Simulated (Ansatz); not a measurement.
**Fields on a plane of Au (fcc, Cu type)**

```
Au
1.0
    0.00000     2.06204     2.06204
    2.06204     0.00000     2.06204
    2.06204     2.06204     0.00000
Au
1
Cartesian
  0.00000   0.00000   0.00000
```

The slice is a {100} plane (indices of the conventional cell) through the point (0.000, 0.000, 0.000) (fractional), spanned by u = [100] and v = [0 1 -1] in vectors of this cell: u (2.92 Å) and v (2.92 Å, at 90° to u). It covers one period; positions are fractions (u, v).

Atoms on it: Au at (0.00, 0.00).

Method: r2SCAN (plane waves to 500 eV, PAW, scalar-relativistic; Ansatz, a program for electronic structure). k mesh 19×19×19. Near the nuclei the fields are pseudised (PAW); where an atom keeps semicore shells as valence, they peak there. Au was relaxed with its symmetry unable to fall. Spin-orbit coupling is left out, though Au is heavy.

```
|9999987764432222234467789999|
|9999887654332222233456788999|
|9998887654332222233456788899|
|9988876654322212223456678889|
|8888776543322111223345677888|
|7777665443221111122344566777|
|7766654432211111112234456667|
|6655544322211111112223445556|
|4444433222110000011222334444|
|4433332211110000011112233334|
|3333222111100000001111222333|
|2222221110000000000011122222|
|2222211110000000000011112222|
|2222111110000000000011111222|
|2222211110000000000011112222|
|2222221110000000000011122222|
|3333222111100000001111222333|
|4433332211110000011112233334|
|4444433222110000011222334444|
|6655544322211111112223445556|
|7766654432211111112234456667|
|7777665443221111122344566777|
|8888776543322111223345677888|
|9988876654322212223456678889|
|9998887654332222233456788899|
|9999887654332222233456788999|
|9999987764432222234467789999|
|9999987764432222234467789999|
```
Scale: ten equal steps from -1.10 (start of '0') to 1.17 (end of '9'), in the order '0123456789'. Values: log₁₀ of the valence density in e/Å³. The map has 28 points along u (one character each, u = 0 at the left) and 28 along v (v = 0 in the bottom row). The scale is logarithmic, as a density can span decades between atoms and voids.

```
|xxxxxxxxxx014565410xxxxxxxxx|
|xxxxxxxxxx024565420xxxxxxxxx|
|xxxxxxxxxx025666520xxxxxxxxx|
|xxxxxxxxx00356665300xxxxxxxx|
|xxxxxxxxx02467776420xxxxxxxx|
|xxxxxxxx0135777775310xxxxxxx|
|xxxxxxx003567888765300xxxxxx|
|xxxxxx00246788888764200xxxxx|
|xxxx001346788999887643100xxx|
|0000023567889999988765320000|
|1122345678899999998876543221|
|4445566788999999999887665544|
|5556677889999999999988776655|
|5666677889999999999988776666|
|5556677889999999999988776655|
|4445566788999999999887665544|
|1122345678899999998876543221|
|0000023567889999988765320000|
|xxxx001346788999887643100xxx|
|xxxxxx00246788888764200xxxxx|
|xxxxxxx003567888765300xxxxxx|
|xxxxxxxx0135777775310xxxxxxx|
|xxxxxxxxx02467776420xxxxxxxx|
|xxxxxxxxx00356665300xxxxxxxx|
|xxxxxxxxxx025666520xxxxxxxxx|
|xxxxxxxxxx024565420xxxxxxxxx|
|xxxxxxxxxx014565410xxxxxxxxx|
|xxxxxxxxxx014555410xxxxxxxxx|
```
Scale: ten equal steps from 3.00 (start of '0') to 11.66 (end of '9'), in the order '0123456789'. Values: electrostatic potential energy of an electron, from the cell's mean, in eV. The map has 28 points along u (one character each, u = 0 at the left) and 28 along v (v = 0 in the bottom row). Points within 1 Å of a nucleus are blanked (x), as the pseudised field means little there. Values under 3 eV are set to 3. The zero, the cell's mean, hangs on the PAW cores.

- Density on the Au–Au line (2.92 Å) at its midpoint = 0.26 e/Å³
- ELF at that point = 0.19
